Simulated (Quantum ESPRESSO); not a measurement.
## Band energies of Rb2NaYF6

```
Rb2NaYF6
1.0
    0.00000     4.51342     4.51342
    4.51342     0.00000     4.51342
    4.51342     4.51342     0.00000
F Na Rb Y
6 1 2 1
Direct
  0.75750   0.24250   0.24250
  0.24250   0.75750   0.75750
  0.24250   0.75750   0.24250
  0.75750   0.24250   0.75750
  0.24250   0.24250   0.75750
  0.75750   0.75750   0.24250
  0.50000   0.50000   0.50000
  0.75000   0.75000   0.75000
  0.25000   0.25000   0.25000
  0.00000   0.00000   0.00000
```

PBEsol (Quantum ESPRESSO, PseudoDojo norm-conserving, 88 Ry, scalar-relativistic); path ΓXWKΓLUWLK,UX; energies in eV from the valence-band maximum.

```
k (1/Å)  point  band 36  band 37  band 38  band 39  band 40  band 41  band 42  band 43
-------  -----  -------  -------  -------  -------  -------  -------  -------  -------
0.00         Γ    -0.18    -0.18     0.00     0.00     0.00     6.32     8.20     8.20
0.23              -0.22    -0.22    -0.06    -0.06     0.00     6.70     8.22     8.23
0.46              -0.30    -0.30    -0.19    -0.19    -0.01     7.62     8.27     8.31
0.70         X    -0.37    -0.37    -0.25    -0.25    -0.01     8.28     8.36     8.36
0.70         W    -0.38    -0.36    -0.36    -0.13    -0.13     8.30     8.30     8.36
0.94         K    -0.40    -0.26    -0.26    -0.26    -0.07     8.27     8.33     8.35
1.13              -0.40    -0.26    -0.17    -0.15    -0.15     8.04     8.31     8.32
1.50              -0.21    -0.19    -0.04    -0.03    -0.02     6.57     8.21     8.22
1.68         Γ    -0.18    -0.18     0.00     0.00     0.00     6.32     8.20     8.20
1.88              -0.20    -0.20    -0.04    -0.04    -0.02     6.61     8.22     8.22
2.28         L    -0.24    -0.24    -0.19    -0.19    -0.14     8.20     8.27     8.27
2.50              -0.33    -0.26    -0.21    -0.18    -0.13     8.24     8.30     8.31
2.71         U    -0.40    -0.26    -0.26    -0.26    -0.07     8.27     8.33     8.35
2.71         W    -0.38    -0.36    -0.36    -0.13    -0.13     8.30     8.30     8.36
2.83              -0.35    -0.34    -0.29    -0.13    -0.13     8.28     8.30     8.35
2.96              -0.31    -0.29    -0.23    -0.15    -0.14     8.25     8.29     8.33
3.20         L    -0.24    -0.24    -0.19    -0.19    -0.14     8.20     8.27     8.27
3.31              -0.27    -0.25    -0.20    -0.18    -0.14     8.24     8.26     8.28
3.41              -0.33    -0.26    -0.21    -0.18    -0.13     8.24     8.30     8.31
3.63         K    -0.40    -0.26    -0.26    -0.26    -0.07     8.27     8.33     8.35
3.63         U    -0.40    -0.26    -0.26    -0.26    -0.07     8.27     8.33     8.35
3.87         X    -0.37    -0.37    -0.25    -0.25    -0.01     8.28     8.36     8.36
```

The PBEsol gap is direct, 6.32 eV at Γ. Another valence extremum on the path lies within 0.02 eV, too close to call.

Geometry of the Materials Project entry, not relaxed at this level.
